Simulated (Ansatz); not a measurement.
**PbO$_{2}$: what symmetry allows forces and stress to be**

```yaml
crystal:
  lattice:
    - [0.00000, 2.84709, 2.80656]
    - [2.84709, 0.00000, 2.80656]
    - [2.84709, 2.84709, 0.00000]
  atoms:
    - { symbol: Pb, position: [0.98430, 0.98430, 0.01570] }
    - { symbol: O, position: [0.25785, 0.25785, 0.24215] }
    - { symbol: O, position: [0.75785, 0.75785, 0.74215] }
```

Method: DFT PBEsol, scalar-relativistic, plane waves, PAW (Ansatz).

Plane waves to 420 eV, a k mesh through Γ of 12×12×12 on the computed 3-atom cell and Gaussian smearing (0.10 eV); no spin polarisation.

This distorted cell has space group I4mm, with 8 operations.

Task: Without a calculation: in which directions can each atom feel a force?

Result: A force must be left unchanged by every operation that keeps its atom in place, so it lies in the space that those operations leave fixed. Atoms that the group maps onto each other feel forces of one size.
```csv
atom,site symmetry,operations at the site,equivalent to atom,allowed force (Cartesian)
Pb1,4mm,8,1,"along (0.00, 0.00, 1.00)"
O2,2mm.,4,2,"along (0.00, 0.00, 1.00)"
O3,2mm.,4,2,"along (0.00, 0.00, 1.00)"
```

That leaves 2 independent force components of 9, tied by 1 condition that the forces sum to zero, so 1 remains. A relaxation in this cell that keeps the symmetry moves the atoms in these directions alone.

Task: And the stress tensor?

Result: It must be invariant under the point group, which leaves 2 independent components: yz, xz, xy vanish; xx = yy.

Task: Do the computed values obey this?

Result: Yes. Forces (eV/Å):
```
Pb1  0.000  0.000  0.282
O2   0.000  0.000 -0.141
O3   0.000  0.000 -0.141
```

Stress (GPa, compression positive, xx yy zz yz xz xy): -17.98 -17.98 -15.30 0.00 0.00 0.00. The program imposes the same operations on density, forces and stress, so this confirms the analysis and is no independent test of the calculation.

Spin–orbit coupling is left out, which can shift energies with elements as heavy as these.